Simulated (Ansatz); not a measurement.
AlRu:
```
CELL_PARAMETERS angstrom
      1.48913    -4.54062     0.00000
      1.48913     4.54062     0.00000
      0.00000     0.00000     4.08188
ATOMIC_POSITIONS crystal
  Al 0.59241 0.40759 0.25000
  Ru 0.86426 0.13574 0.25000
  Al 0.40759 0.59241 0.75000
  Ru 0.13574 0.86426 0.75000
```

Relaxed with r²SCAN. Special points in fractions of this cell's reciprocal vectors: Γ (0.000, 0.000, 0.000); Y (-0.500, 0.500, 0.000); C0 (-0.277, 0.723, 0.000); Σ0 (0.277, 0.277, 0.000); Z (0.000, 0.000, 0.500); A0 (0.277, 0.277, 0.500); E0 (-0.277, 0.723, 0.500); T (-0.500, 0.500, 0.500); S (0.000, 0.500, 0.000); R (0.000, 0.500, 0.500).

### Question
List the band energies nearest the Fermi level at these points for r²SCAN in the plane-wave PAW code Ansatz.

### Answer
In eV from the Fermi level; about four levels below and three above (degenerate sets whole), none deeper than 8.9 eV; points with the same levels are listed once.

| k | below | above |
|---|---|---|
| Γ | -0.76 -0.71 -0.69 -0.61 | 0.42 3.38 6.18 |
| Y | -1.95 -1.35 -1.29 -0.22 | 0.03 3.59 3.71 |
| C0 | -2.27 -1.85 -1.42 -1.36 | 0.03 1.20 2.32 |
| Z | -1.71 -1.71 -1.60 -1.60 | 0.10 0.10 2.85 2.85 |
| A0 | -2.00 -2.00 -1.27 -1.27 | 0.58 0.58 2.28 2.28 |
| T | -1.08 -1.08 -0.68 -0.68 | 1.22 1.22 8.14 8.14 |
| S | -2.19 -1.76 -0.05 -0.03 | 1.36 2.25 4.76 |
| R | -2.12 -2.12 -1.21 -1.21 | 0.79 0.79 2.73 2.73 |

Space group Cmcm. The start of the workflow was typed in or built on a structure type; neither database checked (COD, Materials Project) lists it. COD files the formula under space group No. 221, so this cell is another polymorph or a model. Whether it is the stable phase at ambient conditions was not checked. The r²SCAN relaxation kept the symmetry of its start; its stability against distortions is not shown here. No spin polarisation was allowed. Scalar-relativistic: spin–orbit coupling is off unless named, which matters more the heavier the elements.

Potentials: the later of the program's two PAW sets.
